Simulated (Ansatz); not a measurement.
Fields on a plane of BaHI (space group P4/nmm)

```xyz
6
Lattice="4.6212 0.0000 0.0000 0.0000 4.6212 0.0000 0.0000 0.0000 7.3932" Properties=species:S:1:pos:R:3 pbc="T T T"
Ba     2.3106     0.0000     6.1091
Ba     0.0000     2.3106     1.2841
H      2.3106     2.3106     0.0000
H      0.0000     0.0000     0.0000
I      0.0000     2.3106     4.8841
I      2.3106     0.0000     2.5091
```

The slice is a (010) plane (indices of the conventional cell) through the point (0.000, 0.500, 0.661) (fractional), spanned by u = [100] and v = [001] in vectors of this cell: u (4.62 Å) and v (7.39 Å, at 90° to u). It covers one period; positions are fractions (u, v).

Atoms on it: Ba at (0.00, 0.51); H at (0.50, 0.34); I at (0.00, 0.00).

These are LDA (plane waves to 420 eV, PAW, scalar-relativistic; Ansatz, an electronic-structure program) values and carry that method's errors. k mesh 7×7×5. These are valence fields of a PAW run, semicore shells included where kept as valence: close to a nucleus they are smooth pseudo fields. BaHI was relaxed with its symmetry unable to fall. Spin-orbit coupling is left out, though I is heavy.

```
|@@#++-:.   .:-++#@|
|%#*+=-:.   .:-=+*#|
|*++=--:.   .:--=++|
|+==--:.     .:--==|
|=---:..     ..:---|
|-:::..       ..:::|
|:::..         ..::|
|:::..         ..::|
|==-::.       .::-=|
|++==-:.     .:-==+|
|**++=:..   ..:=++*|
|+**+=-:.   .:-=+**|
|=+**+-:.....:-+**+|
|-=**+-::...::-+**=|
|++*+=-:::::::-=+*+|
|***+=---------=+**|
|+++=---==+==---=++|
|==--::-=+*+=-::--=|
|-:::::-=+*+=-:::::|
|:....:--=+=--:....|
|::...::-----::...:|
|:::::.:::::::.::::|
|----::.......::---|
|+===-::.....::-===|
|*++==-:.. ..:-==++|
|%#*+=-:.. ..:-=+*#|
|@@#++=:.. ..:=++#@|
|@@%*+=-.. ..-=+*%@|
```
Scale: ten equal steps from -1.76 (start of ' ') to 1.28 (end of '@'), in the order ' .:-=+*#%@'. Values: log₁₀ of the valence density in e/Å³. The map has 18 points along u (one character each, u = 0 at the left) and 28 along v (v = 0 in the bottom row). The scale is logarithmic, as a density can span decades between atoms and voids.

```
v \ u   0.00   0.11   0.22  0.33  0.44  0.56  0.67   0.78   0.89
-----  -----  -----  -----  ----  ----  ----  ----  -----  -----
0.93       x      x  <-2.0   5.3   6.5   6.5   5.3  <-2.0      x
0.86   <-2.0  <-2.0    4.0   6.3   6.8   6.8   6.3    4.0  <-2.0
0.79     3.6    4.3    5.5   6.4   6.7   6.7   6.4    5.5    4.3
0.71     0.6    1.8    3.9   5.5   6.2   6.2   5.5    3.9    1.8
0.64       x  <-2.0   -0.7   3.9   5.6   5.6   3.9   -0.7  <-2.0
0.57       x      x  <-2.0   2.3   5.3   5.3   2.3  <-2.0      x
0.50       x      x  <-2.0   2.1   5.7   5.7   2.1  <-2.0      x
0.43       x      x  <-2.0   3.7     x     x   3.7  <-2.0      x
0.36   <-2.0  <-2.0    2.2     x     x     x     x    2.2  <-2.0
0.29     2.9    3.7    5.3     x     x     x     x    5.3    3.7
0.21     4.2    4.8    5.9   6.4     x     x   6.4    5.9    4.8
0.14   <-2.0  <-2.0    3.8   5.7   5.8   5.8   5.7    3.8  <-2.0
0.07       x      x  <-2.0   4.8   5.7   5.7   4.8  <-2.0      x
0.00       x      x  <-2.0   4.5   6.0   6.0   4.5  <-2.0      x
```

Values: electrostatic potential energy of an electron, from the cell's mean, in eV. Points within 1 Å of a nucleus are blanked (x), as the pseudised field means little there. Values under -2 eV are set to -2. The zero, the cell's mean, hangs on the PAW cores.

| Property | Result |
|---|---|
| Density on the Ba–H line (2.64 Å) at its density minimum, 1.6 Å from Ba | 0.16 e/Å³ |
| ELF at that point | 0.2 |
